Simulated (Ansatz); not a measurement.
## Calculated with Ansatz: BaRuS2, relaxation

Run with:

```bash
ansatz run input.yaml --threads 2 --pin off --max-ram 2560MiB --backend cpu --events-out ev --progress --plain --runs-dir out
```

Input:

```yaml
crystal:
  lattice:
    - [4.65836642, 0.0, 0.0]
    - [0.0, 9.10383159, 0.0]
    - [-0.03494028, 0.0, 4.65517747]
  atoms:
    - { symbol: Ba, position: [0.75, 0.1976, 0.75] }
    - { symbol: Ba, position: [0.25, 0.8024, 0.25] }
    - { symbol: Ru, position: [0.75, 0.5938, 0.75] }
    - { symbol: Ru, position: [0.25, 0.4062, 0.25] }
    - { symbol: S, position: [0.75, 0.849, 0.75] }
    - { symbol: S, position: [0.25, 0.151, 0.25] }
    - { symbol: S, position: [0.75, 0.5, 0.25] }
    - { symbol: S, position: [0.25, 0.5, 0.75] }
  symmetry: { tolerance: 0.0003 }
kpoints:
  mp_grid: { grid: [4, 2, 4], shift: [0, 0, 0] }
magnetization:
  spin_polarized: false
scf:
  occupations: { method: fermi_dirac }
  lower_state_search: "off"
hamiltonian:
  pseudopotentials: { kind: paw }
  xc: r2scan
  hubbard:
    projectors: all-electron-ortho-atomic
    sites: [{ species: Ru, l: d, u_eff: 0.73 }]
basis:
  ecutwfc: 500
  fft_grid_basis: typed
relax:
  max_steps: 80
  f_tol: 0.03
output:
  forces: true
  stress: true
  eigenvalues: true
  bader: true
  populations: true
  elf: true
  write_potential: true
  volumetric_format: npy
  dos:
    e_range: [-12, 8]
    de: 0.05
    projected: { site_lists: { Ba: [Ba], Ru: [Ru], S: [S] } }
checkpoint:
  read: saved_state
```

Origin of the cell: a known structure type with other elements, at an estimated volume, so it need not be a known compound.

The smearing width isn't typed, so it takes its default of 0.1 eV.

The saved state is a converged single point of the same cell.

Steps:

```tsv
step	ΔF (meV/atom)	max force component (eV/Å)	SCF iterations	step was
1	0.0	1.085	9	accepted
2	-7.3	0.362	8	accepted
3	-11.0	0.093	7	accepted
4	-11.2	0.015	7	accepted
```

Step 1, with forces in eV/Å:

```xyz
8
Lattice="4.658 0.000 0.000 0.000 9.104 0.000 -0.035 0.000 4.655" Properties=species:S:1:pos:R:3:forces:R:3 pbc="T T T" step=1
Ba    3.468    1.799    3.491    0.000    0.028    0.000
Ba    1.156    7.305    1.164    0.000   -0.028    0.000
Ru    3.468    5.406    3.491    0.000   -1.085    0.000
Ru    1.156    3.698    1.164    0.000    1.085    0.000
S     3.468    7.729    3.491    0.000    0.118    0.000
S     1.156    1.375    1.164    0.000   -0.118    0.000
S     3.485    4.552    1.164    0.000   -0.001    0.000
S     1.138    4.552    3.491    0.000    0.001    0.000
```

Step 2, with forces in eV/Å:

```xyz
8
Lattice="4.658 0.000 0.000 0.000 9.104 0.000 -0.035 0.000 4.655" Properties=species:S:1:pos:R:3:forces:R:3 pbc="T T T" step=2
Ba    3.468    1.783    3.491    0.000    0.004    0.000
Ba    1.156    7.320    1.164    0.000   -0.004    0.000
Ru    3.468    5.273    3.491    0.000    0.180    0.000
Ru    1.156    3.831    1.164    0.000   -0.180    0.000
S     3.468    7.618    3.491    0.000    0.362    0.000
S     1.156    1.486    1.164    0.000   -0.362    0.000
S     3.485    4.551    1.164    0.000   -0.007    0.000
S     1.138    4.553    3.491    0.000    0.007    0.000
```

Step 3, with forces in eV/Å:

```xyz
8
Lattice="4.658 0.000 0.000 0.000 9.104 0.000 -0.035 0.000 4.655" Properties=species:S:1:pos:R:3:forces:R:3 pbc="T T T" step=3
Ba    3.468    1.793    3.491    0.000   -0.015    0.000
Ba    1.156    7.311    1.164    0.000    0.015    0.000
Ru    3.468    5.313    3.491    0.000   -0.020    0.000
Ru    1.156    3.791    1.164    0.000    0.020    0.000
S     3.468    7.670    3.491    0.000    0.093    0.000
S     1.156    1.434    1.164    0.000   -0.093    0.000
S     3.485    4.551    1.164    0.000   -0.002    0.000
S     1.138    4.553    3.491    0.000    0.002    0.000
```

Step 4, with forces in eV/Å:

```xyz
8
Lattice="4.658 0.000 0.000 0.000 9.104 0.000 -0.035 0.000 4.655" Properties=species:S:1:pos:R:3:forces:R:3 pbc="T T T" step=4
Ba    3.468    1.791    3.491    0.000   -0.010    0.000
Ba    1.156    7.313    1.164    0.000    0.010    0.000
Ru    3.468    5.317    3.491    0.000   -0.014    0.000
Ru    1.156    3.787    1.164    0.000    0.014    0.000
S     3.468    7.680    3.491    0.000    0.015    0.000
S     1.156    1.423    1.164    0.000   -0.015    0.000
S     3.485    4.551    1.164    0.000    0.000    0.000
S     1.138    4.553    3.491    0.000    0.000    0.000
```

- Free energy lowered by: 11.2 meV/atom
- Final pressure: -5.95 GPa
- Relaxation steps listed: 4

Caveats: no moments, though an odd count or open d shells may carry them; the SCF threshold is looser than advised for a stress; the k mesh is coarse if the cell is a metal; the relaxation held the start's symmetry, so the end may be a saddle point.

The run took 3.7 min on 2 threads of Arm Neoverse N1, with other jobs on the host, peak memory 1.2 GiB, from a saved density.
